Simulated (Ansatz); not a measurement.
Task: Each is relaxed and computed with the program Ansatz at the PBEsol level (PAW). Which is the only metal?
A. Cs2YAgCl6, Fm-3m (Cs on 8c, Y on 4b, Ag on 4a, Cl on 24e)
B. CaZrN2, R-3m (Ca on 3a, Zr on 3b, N on 6c)
C. Y2C, R-3m (Y on 6c, C on 3a)
D. B4C, Cm (Pearson symbol mS30)

Result: C, Y2C, R-3m (Y on 6c, C on 3a). Y2C: metal; B4C: gap 2.82 eV (indirect); Cs2YAgCl6: gap 3.69 eV (indirect); CaZrN2: gap 0.37 eV (indirect). Standing as an ambient phase not checked: Y2C, R-3m (Y on 6c, C on 3a); B4C, Cm (Pearson symbol mS30); Cs2YAgCl6, Fm-3m (Cs on 8c, Y on 4b, Ag on 4a, Cl on 24e); CaZrN2, R-3m (Ca on 3a, Zr on 3b, N on 6c). All cells were relaxed under the symmetry of their starts (and spin orders); stability against distortions was not tested throughout. Rows with no word on spin ran without spin polarisation. Scalar-relativistic: spin–orbit coupling is off unless named, which matters more the heavier the elements.

Potentials: the later of the program's two PAW sets.
